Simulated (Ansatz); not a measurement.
Here is the system:

CsAlMo2O8:
```yaml
crystal:
  lattice:
    - [5.57820, 0.00000, 0.00000]
    - [-2.78910, 4.83087, 0.00000]
    - [0.00000, 0.00000, 8.00946]
  atoms:
    - { symbol: Cs, position: [0.00000, 0.00000, 0.00000] }
    - { symbol: Al, position: [0.00000, 0.00000, 0.50000] }
    - { symbol: Mo, position: [0.33333, 0.66667, 0.70613] }
    - { symbol: Mo, position: [0.66667, 0.33333, 0.29387] }
    - { symbol: O, position: [0.33333, 0.66667, 0.92166] }
    - { symbol: O, position: [0.66667, 0.33333, 0.07834] }
    - { symbol: O, position: [0.15824, 0.31647, 0.63862] }
    - { symbol: O, position: [0.84176, 0.68353, 0.36138] }
    - { symbol: O, position: [0.68353, 0.84176, 0.63862] }
    - { symbol: O, position: [0.31647, 0.15824, 0.36138] }
    - { symbol: O, position: [0.15824, 0.84176, 0.63862] }
    - { symbol: O, position: [0.84176, 0.15824, 0.36138] }
```

This is the PBEsol-relaxed structure.

Question: All from plane-wave PAW PBEsol (Ansatz code), unless another level is named. Predict the gap with spin–orbit coupling.

Answer: 3.96 eV.

Question: Next, the conduction-band minimum?

Answer: at Γ.

Question: What about the weight of the conduction-edge state by species (Voronoi cells)?

Answer: Mo 56 %, O 41 %.

Space group P-3m1. The workflow started from a Materials Project entry (that database holds measured and hypothetical structures alike); the Crystallography Open Database files this formula in space group No. 164, but the cells were not matched. Whether it is the stable phase at ambient conditions was not checked. The cell was relaxed with PBEsol under the symmetry of its start; whether a distortion lowers the energy is not shown. No spin polarisation was allowed. No Hubbard U is applied. Spin–orbit coupling is left out wherever it is not named.

Potentials: the later of the program's two PAW sets.
